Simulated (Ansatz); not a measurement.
Data:

Relaxed Hf (hcp, Mg type):

```xyz
2
Lattice="3.1591 0.0000 0.0000 -1.5795 2.7358 0.0000 0.0000 0.0000 4.9999" Properties=species:S:1:pos:R:3 pbc="T T T"
Hf     0.0000     1.8239     3.7500
Hf     1.5795     0.9119     1.2500
```

In each cell atom 2 (Hf, nearest neighbour Hf at 3.095 Å; its periodic images, 3.2 Å or more away, move with it) moves by s·(0.000, 0.000, 1.000) (along Cartesian z), the rest being held.

Calculation: PBEsol (plane waves to 420 eV, PAW, scalar-relativistic; Ansatz, a first-principles code). k mesh 14×14×8 (Γ-centred), Fermi-Dirac smearing 0.05 eV. The energy includes the smearing's −TS. Left out: 2 of 11 points, with atoms too close for the PAW data. With partly filled bands, energies and forces of such displacements shift with the k mesh and the smearing. Hf is run without spin polarisation. Hf was relaxed with its symmetry unable to fall. Spin-orbit coupling is left out, though Hf is heavy. The zero of ΔE is the undisplaced structure.

The scan covers s from -0.496 to 0.496 Å in 9 points.

**Question.** Is this a single well or a double well?

**Answer.** A single well with its minimum at or next to zero displacement.

**Question.** Is the energy the same for equal positive and negative displacements?

**Answer.** Even: the same for both signs. With its periodic images moving along, the atom's site symmetry in this cell is -6m2.

**Question.** What force acts on the atom along the line at s = -0.496 Å?

**Answer.** 4.39 eV/Å.

**Question.** What is the energy change at s = 0.496 Å?

**Answer.** 877 meV/cell.

(A displaced cell: forces are minus the slopes of the energy, force constants its curvatures, and phonons follow from these.)
